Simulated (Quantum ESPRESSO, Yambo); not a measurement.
At a photon energy of 11.38 eV, RPA with local fields on PBEsol bands shifted by a G0W0 scissor of 3.23 eV (Quantum ESPRESSO and Yambo; 10×10×10 mesh, 52 bands, 3 Ry local-field block, 0.2 eV broadening) gives ε = 4.56 + 1.1i for LiBaF$_{3}$ (cubic perovskite, space group Pm-3m, No. 221), field along x.

### Question
Work out n, κ, the normal-incidence reflectivity, the absorption coefficient and the penetration depth.

### Answer
|ε| = 4.69; n = √((|ε| + ε1)/2) = 2.15, κ = √((|ε| − ε1)/2) = 0.26. R = ((n − 1)² + κ²)/((n + 1)² + κ²) = 0.14. α = 2Eκ/(ħc) with ħc = 197.327 eV nm: 0.0295 per nm = 2.9 × 10⁵ per cm, a 1/e depth of 34 nm. The computed direct gap is 9.84 eV, and the energy scale of the real crystal may differ from it. Excitonic effects are left out, and values at one energy depend on mesh and broadening. The scissor comes from a G0W0 run whose convergence isn't established. Convergence of the RPA response with its 10×10×10 mesh was not tested.

Geometry of the Materials Project entry, not relaxed at this level; primitive cell a = b = c = 3.989 Å, α = β = γ = 90.00°.

The structure is a Materials Project entry; no match was found in the copy of COD used, and its stability was not checked.
